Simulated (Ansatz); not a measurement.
BN in space group P6_3mc (No. 186; Pearson symbol hP12), DFT-PBE+D3(BJ) in the program Ansatz with PAW potentials. The conduction-band minimum lies at M, with 3 equivalent valleys. Second derivatives d²E/dk² of the lowest band at one valley (eV·Å²), along Cartesian directions:

```csv
direction,d²E/dk²
[100],2.805
[010],29.22
[001],7.234
[110],16.02
[101],5.020
[011],18.23
```

Task: Find the principal effective masses, the density-of-states mass and the conductivity mass.

Result: Off-diagonal terms follow from H_xy = H[110] − (H_xx + H_yy)/2, and m*/mₑ = 7.620 eV·Å² over each eigenvalue: 0.26, 1.1, 2.7. One valley's DOS mass (m₁m₂m₃)^(1/3) = 0.91, conductivity mass 3/(Σ 1/mᵢ) = 0.58 mₑ.

Task: What effective density of states Nc follows at 300 K for parabolic valleys?

Result: Nc = 2.509e19 × 3 × (0.91)^(3/2) ≈ 6.5e19 cm⁻³.

The start of the workflow was typed in or built on a structure type. Its sites differ from those of the usual phase in this space group: another stacking or structure type. Symmetry was held in the PBE+D3(BJ) relaxation; whether a distortion lowers the energy is not shown.

Potentials: the earlier of the program's two PAW sets.

Edges and masses are those of Kohn–Sham bands, whose gap is no quasiparticle gap.
